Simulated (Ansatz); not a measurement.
CdS with Cl replacing S: gradients before and after relaxing the atoms

Start: a supercell of CdS (wurtzite type, P6_3mc) built from an entry of the Crystallography Open Database (COD), with all atoms left at the host's positions.

```
Cd Cl S
1.0
     8.30000    0.00000    0.00000
    -6.22500   10.78202    0.00000
     0.00000    0.00000   13.47400
Cd Cl S
24 1 23
Direct
  0.16667 0.22222 0.00000
  0.16667 0.22222 0.50000
  0.16667 0.55556 0.00000
  0.16667 0.55556 0.50000
  0.16667 0.88889 0.00000
  0.16667 0.88889 0.50000
  0.66667 0.22222 0.00000
  0.66667 0.22222 0.50000
  0.66667 0.55556 0.00000
  0.66667 0.55556 0.50000
  0.66667 0.88889 0.00000
  0.66667 0.88889 0.50000
  0.33333 0.11111 0.25000
  0.33333 0.11111 0.75000
  0.33333 0.44444 0.25000
  0.33333 0.44444 0.75000
  0.33333 0.77778 0.25000
  0.33333 0.77778 0.75000
  0.83333 0.11111 0.25000
  0.83333 0.11111 0.75000
  0.83333 0.44444 0.25000
  0.83333 0.44444 0.75000
  0.83333 0.77778 0.25000
  0.83333 0.77778 0.75000
  0.16667 0.22222 0.18750
  0.16667 0.22222 0.68750
  0.16667 0.55556 0.18750
  0.16667 0.55556 0.68750
  0.16667 0.88889 0.18750
  0.16667 0.88889 0.68750
  0.66667 0.22222 0.18750
  0.66667 0.22222 0.68750
  0.66667 0.55556 0.18750
  0.66667 0.55556 0.68750
  0.66667 0.88889 0.18750
  0.66667 0.88889 0.68750
  0.33333 0.11111 0.43750
  0.33333 0.11111 0.93750
  0.33333 0.44444 0.43750
  0.33333 0.44444 0.93750
  0.33333 0.77778 0.43750
  0.33333 0.77778 0.93750
  0.83333 0.11111 0.43750
  0.83333 0.11111 0.93750
  0.83333 0.44444 0.43750
  0.83333 0.44444 0.93750
  0.83333 0.77778 0.43750
  0.83333 0.77778 0.93750
```

Sites (sets of like atoms) are named by element and the number of their first atom in this list.

All values are calculated (Ansatz; DFT, PBE, plane waves and PAW, scalar-relativistic, 420 eV cutoff, Γ-centred 3×2×2 k-points, Fermi–Dirac smearing 0.01 eV, cell charge +1), not measured.

The largest force at the start is 1.4 eV/Å. Relaxing the ions at fixed cell moves them by 0.242 Å at most (atom 1, Cd) and 0.069 Å rms.

```json
{"site": "Cd1", "atom": "1", "moved (Å)": "0.242", "first shell before": "1 Cl at 2.53 Å, 3 S at 2.54 Å", "first shell after": "3 S at 2.49 Å, 1 Cl at 2.77 Å", "V_zz before (10²¹ V/m²)": "9.61", "η before": "0.01"}
{"site": "Cd5", "atom": "5", "moved (Å)": "0.041", "first shell before": "4 S at 2.53–2.54 Å", "first shell after": "4 S at 2.52–2.54 Å", "V_zz before (10²¹ V/m²)": "0.50", "η before": "0.61"}
{"site": "Cd6", "atom": "6", "moved (Å)": "0.013", "first shell before": "4 S at 2.53–2.54 Å", "first shell after": "4 S at 2.53–2.55 Å", "V_zz before (10²¹ V/m²)": "0.95", "η before": "0.80"}
{"site": "Cd7", "atom": "7", "moved (Å)": "0.049", "first shell before": "4 S at 2.53–2.54 Å", "first shell after": "4 S at 2.51–2.55 Å", "V_zz before (10²¹ V/m²)": "-0.61", "η before": "0.73"}
{"site": "Cd13", "atom": "13", "moved (Å)": "0.206", "first shell before": "3 S at 2.53–2.54 Å, 1 Cl at 2.54 Å", "first shell after": "3 S at 2.49–2.51 Å, 1 Cl at 2.75 Å", "V_zz before (10²¹ V/m²)": "9.61", "η before": "0.18"}
{"site": "Cd15", "atom": "15", "moved (Å)": "0.225", "first shell before": "3 S at 2.53–2.54 Å, 1 Cl at 2.54 Å", "first shell after": "3 S at 2.49 Å, 1 Cl at 2.76 Å", "V_zz before (10²¹ V/m²)": "9.93", "η before": "0.10"}
{"site": "Cd17", "atom": "17", "moved (Å)": "0.018", "first shell before": "4 S at 2.53–2.54 Å", "first shell after": "4 S at 2.53–2.55 Å", "V_zz before (10²¹ V/m²)": "-1.37", "η before": "0.25"}
{"site": "Cd18", "atom": "18", "moved (Å)": "0.023", "first shell before": "4 S at 2.53–2.54 Å", "first shell after": "4 S at 2.53–2.54 Å", "V_zz before (10²¹ V/m²)": "-0.086", "η before": "0.38"}
{"site": "Cd19", "atom": "19", "moved (Å)": "0.208", "first shell before": "3 S at 2.53–2.54 Å, 1 Cl at 2.54 Å", "first shell after": "3 S at 2.49–2.51 Å, 1 Cl at 2.75 Å", "V_zz before (10²¹ V/m²)": "9.64", "η before": "0.18"}
{"site": "Cd22", "atom": "22", "moved (Å)": "0.026", "first shell before": "4 S at 2.53–2.54 Å", "first shell after": "4 S at 2.53–2.54 Å", "V_zz before (10²¹ V/m²)": "0.16", "η before": "0.03"}
{"site": "Cd24", "atom": "24", "moved (Å)": "0.024", "first shell before": "4 S at 2.53–2.54 Å", "first shell after": "4 S at 2.53–2.54 Å", "V_zz before (10²¹ V/m²)": "-0.11", "η before": "0.40"}
{"site": "Cl", "atom": "25", "moved (Å)": "0.005", "first shell before": "4 Cd at 2.53–2.54 Å", "first shell after": "4 Cd at 2.75–2.77 Å", "V_zz before (10²¹ V/m²)": "0.32", "η before": "0.21"}
{"site": "S26", "atom": "26", "moved (Å)": "0.033", "first shell before": "4 Cd at 2.53–2.54 Å", "first shell after": "4 Cd at 2.53–2.54 Å", "V_zz before (10²¹ V/m²)": "0.58", "η before": "0.18"}
{"site": "S31", "atom": "31", "moved (Å)": "0.043", "first shell before": "4 Cd at 2.53–2.54 Å", "first shell after": "4 Cd at 2.51–2.55 Å", "V_zz before (10²¹ V/m²)": "2.74", "η before": "0.17"}
{"site": "S32", "atom": "32", "moved (Å)": "0.023", "first shell before": "4 Cd at 2.53–2.54 Å", "first shell after": "4 Cd at 2.53 Å", "V_zz before (10²¹ V/m²)": "0.64", "η before": "0.39"}
{"site": "S36", "atom": "36", "moved (Å)": "0.008", "first shell before": "4 Cd at 2.53–2.54 Å", "first shell after": "4 Cd at 2.52–2.53 Å", "V_zz before (10²¹ V/m²)": "0.48", "η before": "0.65"}
```

(1) What are V_zz and η after the relaxation?

Results:

(1) 

```tsv
site	atom	V_zz after	η after	change of V_zz
Cd1	1	16.09	0.01	+6.48
Cd5	5	1.58	0.77	+1.08
Cd6	6	0.97	0.34	+0.02
Cd7	7	2.08	0.72	–
Cd13	13	15.00	0.07	+5.39
Cd15	15	15.59	0.00	+5.66
Cd17	17	-0.75	0.13	+0.62
Cd18	18	0.90	0.09	+0.99
Cd19	19	15.00	0.07	+5.36
Cd22	22	1.03	0.32	–
Cd24	24	0.90	0.11	+1.01
Cl	25	-0.46	0.71	–
S26	26	0.51	0.05	-0.07
S31	31	-1.55	0.31	–
S32	32	0.19	0.65	-0.45
S36	36	0.24	0.25	-0.24
```

The largest change of V_zz along a kept axis is on Cd1, from 9.61 to 16.09. Small gradients that grow severalfold: Cd22 (0.16 to 1.03), Cd9 (0.39 to 1.58), Cd3 (0.37 to 1.60). Where |V_zz| stays above 0.1 and the axes keep their order, η moves most on Cd6, from 0.80 to 0.34. On Cd24, Cd23 (not all in the table) V_xx and V_yy change places (or their axes turn by over 50°), so the two values of η hide a larger change. V_zz changes sign on Cd24 (same axis), Cd18 (same axis). On S31, Cd7, Cl, Cd22, S34, S46, S42, S48 (not all in the table) the largest principal value lies along another axis in the second run, so the two V_zz can't be compared directly. The table leaves out 32 of the 48 sites, with |V_zz| up to 2.20; their tensors move by 1.59 at most along any direction. The statements above cover all sites. The host's own positions weren't relaxed first, so part of the change far from the defect can be the host's relaxation.

The defect repeats with the cell of 48 atoms, so it feels its images: sites between two images don't show the values beside a lone defect, and zeros or small values of η there can come from the images' arrangement. Cd and S carry a gradient in the pure host already, so the values there aren't the defect's effect alone. A uniform background compensates the cell's charge. Without spin–orbit coupling (the program notes it for Cd) the gradients can shift somewhat, as the gap is small.
Before: The neighbours have not yet relaxed around the defect (largest force 1.4 eV/Å), so a real crystal will differ.
